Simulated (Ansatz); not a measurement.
## One input, then a changed one: Au (sc type)

First run: DFT, PBEsol, all-electron PAW with datasets made for the crystal, scalar-relativistic (Ansatz 0.2.0).

Command: `ansatz run input.yaml --threads 1 --pin off --max-ram 2048MiB --backend cpu --events-out ev --progress --plain --runs-dir out` It took 5.5 s on 1 thread of Arm Neoverse V2, on a shared host, peak memory 0.4 GiB.

```yaml
crystal:
  lattice:
    - [2.6940425392, 0.0, 0.0]
    - [0.0, 2.6940425392, 0.0]
    - [0.0, 0.0, 2.6940425392]
  atoms:
    - { symbol: Au, position: [0.0, 0.0, 0.0] }
kpoints:
  mp_grid: { grid: [14, 14, 14] }
scf:
  occupations: { method: fermi_dirac, width: 0.08 }
hamiltonian:
  xc: pbesol
  pseudopotentials: { kind: all_electron, datasets: crystal }
output:
  forces: true
  stress: true
  eigenvalues: true
```

The cell comes from a relaxation on PAW files under the same functional, begun from a prototype that needn't be the stable phase.

This run: the series' base cell.

It converges in 8 SCF iterations at a pressure of -0.01 GPa.

A second input differs as follows:

```diff
   occupations: { method: fermi_dirac, width: 0.08 }
+  max_iter: 60
 hamiltonian:
-  xc: pbesol
+  xc: scan0x
   pseudopotentials: { kind: all_electron, datasets: crystal }
```

Q: What is wrong with it, and what does the program do?

A: The change was made to test an unknown functional. The run is refused before any iteration. The log ends:
```
Error: YAML parse error: error: line 14 column 7: hamiltonian.xc: unknown variant `scan0x`, expected one of `lda`, `lda-pw`, `pw92`, `pbe`, `pbesol`, `rpbe`, `revpbe`, `blyp`, `pbe0`, `revpbe0`, `b3lyp`, `b3lyp5`, `hse06`, `wpbeh`, `hiss`, `lc_wpbe`, `cam_b3lyp`, `hf`, `r2scan`, `r2scanh`, `r2scan0`, `r2scan50`, `mr2scan`
  --> <input>:14:7
   |
12 |   max_iter: 60
13 | hamiltonian:
14 |   xc: scan0x
   |       ^ hamiltonian.xc: unknown variant `scan0x`, expected one of `lda`, `lda-pw`, `pw92`, `pbe`, `pbesol`, `rpbe`, `revpbe`, `blyp`, `pbe0`, `revpbe0`, `b3lyp`, `b3lyp5`, `hse06`, `wpbeh`, `hiss`, `lc_wpbe`, `cam_b3lyp`, `hf`, `r2scan`, `r2scanh`, `r2scan0`, `r2scan50`, `mr2scan`
15 |   pseudopotentials: { kind: all_electron, datasets: crystal }
16 | output:
   |
```
